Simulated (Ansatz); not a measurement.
Input and command of a plane-wave DFT calculation in Ansatz:

```yaml
crystal:
  lattice:
    - [5.5557316927, 0.0, 0.0]
    - [0.0, 5.5557316927, 0.0]
    - [0.0, 0.0, 23.8927433315]
  atoms:
    - { symbol: Pt, position: [0.25, 0.25, 0.3348296966] }
    - { symbol: Pt, position: [0.25, 0.75, 0.3348296966] }
    - { symbol: Pt, position: [0.75, 0.25, 0.3348296966] }
    - { symbol: Pt, position: [0.75, 0.75, 0.3348296966] }
    - { symbol: Pt, position: [0.5, 0.5, 0.4170407574] }
    - { symbol: Pt, position: [0.5, 0.0, 0.4170407574] }
    - { symbol: Pt, position: [0.0, 0.5, 0.4170407574] }
    - { symbol: Pt, position: [0.0, 0.0, 0.4170407574] }
    - { symbol: Pt, position: [0.75, 0.75, 0.498186369] }
    - { symbol: Pt, position: [0.75, 0.25, 0.498186369] }
    - { symbol: Pt, position: [0.25, 0.75, 0.498186369] }
    - { symbol: Pt, position: [0.25, 0.25, 0.498186369] }
    - { symbol: Pt, position: [0.0, 0.0, 0.5784304725] }
    - { symbol: Pt, position: [0.0, 0.5, 0.5784304725] }
    - { symbol: Pt, position: [0.5, 0.0, 0.5784304725] }
    - { symbol: Pt, position: [0.5, 0.5, 0.5784304725] }
    - { symbol: F, position: [0.0, 0.25, 0.6914354951] }
    - { symbol: H, position: [-0.128842859, 0.356866992, 0.6914354951] }
basis:
  ecutwfc: 420
kpoints:
  mp_grid: { grid: [4, 4, 1] }
hamiltonian:
  xc: pbe
  dispersion: d3bj
scf:
  occupations: { method: gaussian, width: 0.1 }
output:
  forces: true
  eigenvalues: true
  write_density: true
  write_potential: true
  elf: true
  volumetric_format: npy
relax:
  adjacent_minimum: "off"
  f_tol: 0.04
  max_steps: 100
  constraints: [{ sites: [0, 1, 2, 3, 4, 5, 6, 7] }]
efield:
  axis: 3
  dipole_correction: true
  ramp_width: 0.04
```

```bash
ansatz run input.yaml --threads 4 --pin off --max-ram 10240MiB --backend cpu --events-out ev --progress --plain --runs-dir out
```

Processor: Intel(R) Xeon(R) 6975P-C (Granite Rapids), 4 threads, on a host shared with other jobs.

Task: How long does it run, and how much memory does it take?

Result: About 5.4 min on 4 threads of Intel(R) Xeon(R) 6975P-C (Granite Rapids), with other jobs on the host, peak memory 3 GiB. It solves 178 bands at 10 k points (the mesh reduced by symmetry) with about 14403 plane waves, in 96 SCF iterations over 17 ionic steps.
